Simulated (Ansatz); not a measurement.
Property card for Mg

Mg:
```xyz
3
Lattice="1.5700 0.9065 7.6068 -1.5700 0.9065 7.6068 0.0000 -1.8129 7.6068" Properties=species:S:1:pos:R:3 pbc="T T T"
Mg     0.0000     0.0000     0.0000
Mg     0.0000     0.0000     5.0669
Mg     0.0000     0.0000    17.7535
```

Space group R-3m (No. 166), 9R (Sm type); conventional cell a = b = 3.1401 Å, c = 22.8205 Å, α = β = 90.00°, γ = 120.00°.

Method: LDA (plane waves, PAW; program Ansatz). Structure relaxed to zero pressure with the same functional. Other levels are named where they apply.

**Cell and energy**

```
Property             Result
---------------  ----------
Volume per atom    21.65 Å³
Density          1.86 g/cm³
```

**Electronic structure**

```
Quantity                                                                    Result
------------------------------------  --------------------------------------------
Electronic character                                             metallic (no gap)
Density of states at the Fermi level  0.42 states/eV per atom (mean over ±0.08 eV)
```

**Mechanics**

```
Item                                                                                                          Result
--------------------------------------------  ----------------------------------------------------------------------
Bulk modulus (Birch–Murnaghan fit)                                                                          395 kbar
Pressure derivative B′                                                                                           4.0
Elastic constants (relaxed ions, GPa)         C11 = 66.9, C12 = 28.3, C13 = 23.2, C14 = -0.1, C33 = 72.9, C44 = 20.3
Mechanical stability                                                          stable (all eigenvalues of C positive)
Hill bulk and shear moduli                                                                         39.6 and 20.7 GPa
Young's modulus                                                                                             52.9 GPa
Poisson's ratio                                                                                                 0.28
Debye temperature from the elastic constants                                                                   397 K
```

**Phonons**

```
Item                                            Value
-----------------------------  ----------------------
Highest zone-centre frequency                225 cm⁻¹
Zone-centre stability          no imaginary mode at Γ
```

The workflow started from a Materials Project entry (that database holds measured and hypothetical structures alike); the Crystallography Open Database copy checked does not list it. It is not the phase usual at ambient conditions (space group No. 194). The LDA relaxation kept the symmetry of its start. As this level gives no gap, shear constants depend on the k-mesh and smearing (Fermi–Dirac, 0.1 eV here). As this level gives no gap, phonon frequencies hold no LO–TO term and depend on the k-mesh and smearing (Fermi–Dirac, 0.1 eV here). Axis ratios of metals converge slowly with the k-mesh, so a and c are less sure than the volume.

Potentials: the earlier of the program's two PAW sets. The files were generated under PBE; for other functionals the program regenerates the frozen cores, and for LDA and PBEsol the local potential too.
